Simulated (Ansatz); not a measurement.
## Ansatz run, K2CaHfF8

The input, for Ansatz 0.2.0 (plane waves, PAW):

```yaml
crystal:
  lattice:
    - [0.0, 5.605914, 0.0]
    - [5.605914, 0.0, 0.0]
    - [2.802957, 2.802957, -5.777287]
  atoms:
    - { symbol: K, position: [0.5, 0.5, 0.0] }
    - { symbol: Ca, position: [0.0, 0.0, 0.0] }
    - { symbol: F, position: [0.557, 0.6979, 0.1796] }
    - { symbol: F, position: [0.3021, 0.7366, 0.8204] }
    - { symbol: F, position: [0.2634, 0.1225, 0.1796] }
    - { symbol: F, position: [0.8775, 0.443, 0.8204] }
    - { symbol: F, position: [0.0072, 0.609, 0.3592] }
    - { symbol: F, position: [0.391, 0.3664, 0.6408] }
    - { symbol: F, position: [0.6336, 0.0318, 0.3592] }
    - { symbol: F, position: [0.9682, 0.9928, 0.6408] }
    - { symbol: Hf, position: [0.25, 0.75, 0.5] }
    - { symbol: K, position: [0.75, 0.25, 0.5] }
  symmetry: { tolerance: 0.0003 }
kpoints:
  mp_grid: { grid: [4, 4, 4], shift: [0, 0, 0] }
  band_path:
    path:
      - [0.0, 0.0, 0.0]
      - [0.5, -0.5, 0.0]
      - [0.5, -0.5, 0.25]
      - [0.0, -0.5, 0.0]
      - [0.0, 0.0, 0.0]
      - [0.0, 0.0, 0.5]
      - [0.0, -0.38230582, 0.30884709]
    npoints: 8
magnetization:
  noncollinear: true
  spin_orbit: true
scf:
  occupations: { method: fermi_dirac, width: 0.0116 }
  lower_state_search: "off"
  max_iter: 200
hamiltonian:
  pseudopotentials: { kind: paw_fr }
  xc: pbe
basis:
  ecutwfc: 420
  fft_grid_basis: typed
output:
  forces: true
  stress: true
  eigenvalues: true
  bader: true
  populations: true
  elf: true
  write_potential: true
  volumetric_format: npy
  dos:
    e_range: [-12, 8]
    de: 0.05
    projected: { site_lists: { Ca: [Ca], F: [F], Hf: [Hf], K: [K] } }
    method: { smearing: { sigma: 0.1, scheme: gaussian } }
checkpoint:
  read: saved_state
```

The run starts from an earlier solution of this cell. The state carries no moments; the state need not be the lowest.

Excerpt of what it printed:

```
Pseudopotentials: kind: paw_fr
Pseudopotential: K, paw_fr, valence charge 9, recommended cutoff 420 eV (normal), K.paw.azcp#standard-fr
Pseudopotential: Ca, paw_fr, valence charge 10, recommended cutoff 420 eV (normal), Ca.paw.azcp#standard-fr
Pseudopotential: F, paw_fr, valence charge 7, recommended cutoff 420 eV (normal), F.paw.azcp#standard-fr
Pseudopotential: Hf, paw_fr, valence charge 26, recommended cutoff 420 eV (normal), Hf.paw.azcp#standard-fr
Functional definition: PBE
  exchange = pbe_x(kappa = kappa, mu = beta*pi^2/3)
  correlation = pbe_c(beta = beta)
Crystal: 12 atoms, lattice volume = 181.559 Å³
Basis set: ecut = 420 eV, 3579 PW (Γ), exchange–correlation on 80×80×96 points (8 copies of the dense FFT grid, shifted against one another)
Bands: 134, of which v1, the nominal top of the filled ones, is band 110 counted from 1 (109 counted from 0)
Symmetry: 4 space group operations + 4 with time reversal
Magnetic group: BNS 82.40 (UNI 700), of the structure as read, at distance tolerance 1.7e-3 Å
k-points: 14 of 64 (time reversal used)
Initial density: read from a saved state, or passed on in memory by an earlier SCF of this step, an earlier step, the calling program or the single point that the run made first
Functional: x = pbe(κ = 0.804, μ = 0.2195), c = pbe(β = 0.0667)
Magnetization: |M| = 0.0000 μB,  M = (+0.0000, +0.0000, +0.0000) μB
Absolute magnetization: 0.0000 μB (∫|m|)
  site 0: m = (+0.0000, +0.0000, +0.0000) μB, |m| = 0.0000 μB  (R = 0.86 Å)
  site 1: m = (+0.0000, +0.0000, +0.0000) μB, |m| = 0.0000 μB  (R = 1.04 Å)
  site 2: m = (+0.0000, +0.0000, +0.0000) μB, |m| = 0.0000 μB  (R = 0.86 Å)
  site 3: m = (+0.0000, +0.0000, +0.0000) μB, |m| = 0.0000 μB  (R = 0.86 Å)
  site 4: m = (+0.0000, +0.0000, +0.0000) μB, |m| = 0.0000 μB  (R = 0.86 Å)
  site 5: m = (+0.0000, +0.0000, +0.0000) μB, |m| = 0.0000 μB  (R = 0.86 Å)
  site 6: m = (+0.0000, +0.0000, +0.0000) μB, |m| = 0.0000 μB  (R = 0.86 Å)
  site 7: m = (+0.0000, +0.0000, +0.0000) μB, |m| = 0.0000 μB  (R = 0.86 Å)
  site 8: m = (+0.0000, +0.0000, +0.0000) μB, |m| = 0.0000 μB  (R = 0.86 Å)
  site 9: m = (+0.0000, +0.0000, +0.0000) μB, |m| = 0.0000 μB  (R = 0.86 Å)
  site 10: m = (+0.0000, +0.0000, +0.0000) μB, |m| = 0.0000 μB  (R = 0.94 Å)
  site 11: m = (+0.0000, +0.0000, +0.0000) μB, |m| = 0.0000 μB  (R = 0.86 Å)
Free energy (F): -27113.1862 eV
Harris-Foulkes:  -27113.1862 eV  (|F-HF|=1.03e-8)
Internal energy: -27113.1862 eV  (E = F + TS)
E sigma→0 (E₀):  -27113.1862 eV
Fermi energy:    5.8199 eV
--- Forces (eV/Å), atoms counted from 1 ---
  atom   1  K      0.0000     0.0000     0.0000
  atom   2  Ca     0.0000     0.0000     0.0000
  atom   3  F      3.4983     1.2207    -2.5284
  atom   4  F      1.2207    -3.4983     2.5284
  atom   5  F     -3.4983    -1.2207    -2.5284
  atom   6  F     -1.2207     3.4983     2.5284
  atom   7  F      3.5357     2.8124     0.8825
  atom   8  F      2.8124    -3.5357    -0.8825
  atom   9  F     -3.5357    -2.8124     0.8825
  atom  10  F     -2.8124     3.5357    -0.8825
  atom  11  Hf     0.0000     0.0000     0.0000
  atom  12  K      0.0000     0.0000     0.0000
--- Stress (GPa, compression-positive) ---
        8.2952       0.0000       0.0000
        0.0000       8.2952       0.0000
        0.0000       0.0000      -3.9961
  P = ⅓ Tr σ = 4.1981 GPa (41.981 kbar)
--- Löwdin populations: 12 sites ---
  site symbol       q [e]
     0      K      8.1456
     1     Ca      8.2260
     2      F      7.6214
     3      F      7.6214
     4      F      7.6214
     5      F      7.6214
     6      F      7.5885
     7      F      7.5885
     8      F      7.5885
     9      F      7.5885
    10     Hf     24.1298
    11      K      8.1491
  spilling = 0.0046 (of n_electrons = 110.0000)
--- Bader charges: 12 sites ---
  site symbol  charge [e]  shift [e]  m_x [muB]  m_y [muB]  m_z [muB]
     0      K      0.8347     0.0005     0.0000     0.0000     0.0000
     1     Ca      1.7174     0.0000     0.0000     0.0000     0.0000
     2      F     -0.7858     0.0000     0.0000     0.0000     0.0000
     3      F     -0.7858     0.0000     0.0000     0.0000     0.0000
     4      F     -0.7858     0.0000     0.0000     0.0000     0.0000
     5      F     -0.7858     0.0000     0.0000     0.0000     0.0000
     6      F     -0.7725     0.0001     0.0000     0.0000     0.0000
     7      F     -0.7725     0.0001     0.0000     0.0000     0.0000
     8      F     -0.7725     0.0001     0.0000     0.0000     0.0000
     9      F     -0.7725     0.0001     0.0000     0.0000     0.0000
    10     Hf      2.8394     0.0011     0.0000     0.0000     0.0000
    11      K      0.8417     0.0005     0.0000     0.0000     0.0000
```

Origin: a known structure type with other elements, at an estimated volume, so it need not be a known compound. Caveats: atoms or cell far from equilibrium.
